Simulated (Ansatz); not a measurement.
CdS:
```cif
data_Cd6S6
_chemical_formula_sum 'Cd6 S6'
_space_group_name_H-M_alt 'P63mc'
_space_group_IT_number 186
_space_group_name_Hall 'P 6c -2c'
_cell_length_a 4.07155
_cell_length_b 4.07155
_cell_length_c 19.93143
_cell_angle_alpha 90.000
_cell_angle_beta 90.000
_cell_angle_gamma 120.000
loop_
_atom_site_label
_atom_site_type_symbol
_atom_site_symmetry_multiplicity
_atom_site_Wyckoff_symbol
_atom_site_fract_x
_atom_site_fract_y
_atom_site_fract_z
_atom_site_occupancy
Cd1 Cd 2 a 0.00000 0.00000 0.49978 1
Cd2 Cd 2 b 0.33333 0.66667 0.33320 1
Cd3 Cd 2 b 0.66667 0.33333 0.16654 1
S1 S 2 a 0.00000 0.00000 0.37464 1
S2 S 2 b 0.33333 0.66667 0.20810 1
S3 S 2 b 0.66667 0.33333 0.04143 1
```

Relaxed with LDA.

### Question
Decompose the optical modes at the zone centre into irreducible representations, and say which are infrared and Raman allowed.

### Answer
Point group 6mm: Γ_opt = 5A1 + 6B1 + 5E1 + 6E2. Infrared: A1, E1. Raman: A1, E1, E2.

### Question
Assign frequencies (DFPT, LDA in the plane-wave PAW code Ansatz; without the LO–TO term).

### Answer
E2 26, E2 26, E1 39, E1 39, E2 42, B1 73, B1 73, A1 122, A1 122, B1 138, A1 243, E1 245, E2 249, E2 251, E1 258, E1 260, E2 263, B1 299, B1 299, A1 304, A1 304, B1 307 cm⁻¹.

Subscripts of B labels follow the axes of the standard setting.

Space group P6_3mc. The cell is a constructed one: a structure type filled with these elements. Its sites differ from those of the usual phase in this space group: another stacking or structure type. The LDA relaxation kept the symmetry of its start; whether a distortion lowers the energy is not shown.

Potentials: the later of the program's two PAW sets.
